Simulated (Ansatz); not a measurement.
Ag (fcc (Cu type)), relaxed and computed with several functionals in Ansatz (plane waves, PAW). Much of their spread follows the volume that each gives.

| functional | V (Å³/atom) | K_Hill (GPa) |
|---|---|---|
| r²SCAN | 17.29 | 103 |
| PBEsol | 16.65 | 119 |
| LDA | 16.02 | 138 |
| r²SCAN+D4 | 17.03 | ? |
| PBE+D3(BJ) | 16.89 | 111 |
| PBE | 17.84 | 91.1 |

### Question
Fit a straight line to ln K against ln V and predict the withheld value.

### Answer
Least squares on the 5 shown rows: ln K = -3.85 × ln V + (15.604), with a scatter of 1 %. For r²SCAN+D4 this gives 109. The run itself gave 109, within the scatter.

All cells were relaxed under the symmetry of their starts (and spin orders); stability against distortions was not tested throughout. Rows with no word on spin ran without spin polarisation. Spin–orbit coupling is left out wherever it is not named.

Potentials: the later of the program's two PAW sets.

Ansatz (a first-principles code) is a plane-wave DFT program.
